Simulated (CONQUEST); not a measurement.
Worked example: self-consistent single point of TiO2 (I4_1/amd, 12 atoms in the cell; from Materials Project mp-390, changed as shown) in CONQUEST.

All values come from this method and carry its errors: PBE, numerical atomic orbitals double-zeta with polarisation (the shipped basis), PseudoDojo norm-conserving potentials made for PBE (CONQUEST 1.3).

The change in words: volume scaled by 0.96. Reference geometry (I4_1/amd):
```yaml
crystal:
  lattice:
    - [3.78254, 0.00000, 0.00000]
    - [0.00000, 3.78254, 0.00000]
    - [0.00000, 0.00000, 9.61502]
  atoms:
    - { symbol: Ti, position: [0.00000, 0.00000, 0.00000] }
    - { symbol: Ti, position: [0.00000, 0.50000, 0.25000] }
    - { symbol: Ti, position: [0.50000, 0.50000, 0.50000] }
    - { symbol: Ti, position: [0.50000, 0.00000, 0.75000] }
    - { symbol: O, position: [0.00000, 0.50000, 0.45715] }
    - { symbol: O, position: [0.00000, 0.00000, 0.20715] }
    - { symbol: O, position: [0.50000, 0.50000, 0.29285] }
    - { symbol: O, position: [0.00000, 0.50000, 0.04285] }
    - { symbol: O, position: [0.50000, 0.00000, 0.95715] }
    - { symbol: O, position: [0.50000, 0.50000, 0.70715] }
    - { symbol: O, position: [0.00000, 0.00000, 0.79285] }
    - { symbol: O, position: [0.50000, 0.00000, 0.54285] }
```

Reference input (self-consistent single point, DFT, PBE, numerical atomic orbitals double-zeta with polarisation (the shipped basis), PseudoDojo norm-conserving potentials made for PBE): basis = DZP; Diag.MPMeshX, Y, Z = 5 5 2; potentials = PseudoDojo norm-conserving PBE; Grid.GridCutoff = 140 Ha; DM.SolutionMethod = diagon; Diag.SmearingType = 1; Diag.kT = 0.000367 Ha; Diag.GammaCentred = true; Diag.MPOrder = 0; minE.SCTolerance = 1.0e-06; SC.MaxIters = 100; SC.LinearMixingFactor = 0.3. This run's input differs from it in these lines:

```diff
@@ -29,5 +29,5 @@
 # file: input.coords
-     7.147964655      0.000000000      0.000000000
-     0.000000000      7.147964655      0.000000000
-     0.000000000      0.000000000     18.169754483
+     7.051359966      0.000000000      0.000000000
+     0.000000000      7.051359966      0.000000000
+     0.000000000      0.000000000     17.924190242
 12
```

Output (repeated stretches shortened):

```
    new_SC_potl: Starting.  Tolerance:  0.10000E-05

    PulayMixSC: Starting Pulay mixing, A_up =  0.300 A_dn =  0.300
    PulayMixSC: Spin non-polarised calculation.
          Harris-Foulkes Energy            :      -370.904130348719036 Ha
          (TS=0 as O(N) or entropic contribution is negligible)
          DFT Total Energy                 :      -368.868939926426719 Ha
          Total number of electrons        :        95.999999999991303
    PulayMixSC: Pulay iteration     1 residual:              0.71599E-02
          Harris-Foulkes Energy            :      -370.307439637299524 Ha
   [... lines left out ...]
          (TS=0 as O(N) or entropic contribution is negligible)
          DFT Total Energy                 :      -370.301587979077055 Ha
          Total number of electrons        :        96.000038036587725
    PulayMixSC: Pulay iteration     7 residual:              0.72263E-05
          Harris-Foulkes Energy            :      -370.301589296321140 Ha
          (TS=0 as O(N) or entropic contribution is negligible)
          DFT Total Energy                 :      -370.301589295291876 Ha
          Total number of electrons        :        96.000037948693091
    PulayMixSC: Pulay iteration     8 residual:              0.86254E-06
    PulayMixSC: Reached SCF tolerance of  0.86254E-06 after      8 iterations
      | Number of electrons      =        96.000038
      |* band energy as 2Tr[K.H] =       -91.366074520047732 Ha
      |  screened ion-ion energy =      -285.774595246821661 Ha
      |  Ha correction           =        -1.215823675473361 Ha
      |  XC correction           =         8.054853042527068 Ha
      |* Harris-Foulkes energy   =      -370.301589296321140 Ha
      |* DFT total energy        =      -370.301589295291876 Ha
      |  estimated accuracy      =        -0.000000001029264 Ha

    force: Forces on atoms (Ha/a0)
    force:  Atom   X              Y              Z
    force:     1   0.0000000000   0.0000000000  -0.0000000000
    force:     2   0.0000000000   0.0000000000   0.0000000000
   [... lines left out ...]
    force:    12   0.0000000000   0.0000000000  -0.0044949357

    force: Maximum force :        0.00449494(Ha/a0) on atom        12 in z direction
    force: Force Residual:        0.00367010 Ha/a0
    force: Total stress:        -15.69523723   -15.69523723   -15.43704175 GPa
    force: Average pressure:     15.60917207 GPa

    force: Finished force
    get_E_and_F: Change in energy during last step of electronic optimisation:  0.55853E-06
```

The run converged in 8 iterations. CONQUEST prints the stress tensor with tension positive. Against the reference run the free energy goes up by 30.7 meV/atom, the pressure goes from 5.35 to 15.61 GPa and the largest force goes from under 0.1 to 0.23 eV/Å.

The program uses no crystal symmetry, so grid and mesh can part values that symmetry would make equal. The atom-centred basis is finite, which shifts total energies, pressures and forces against plane waves. The structure comes from a collection of computed structures, made at another level of theory; the collection holds predicted forms beside known ones.

Cost on one core: about 100 core-seconds (a rough figure).
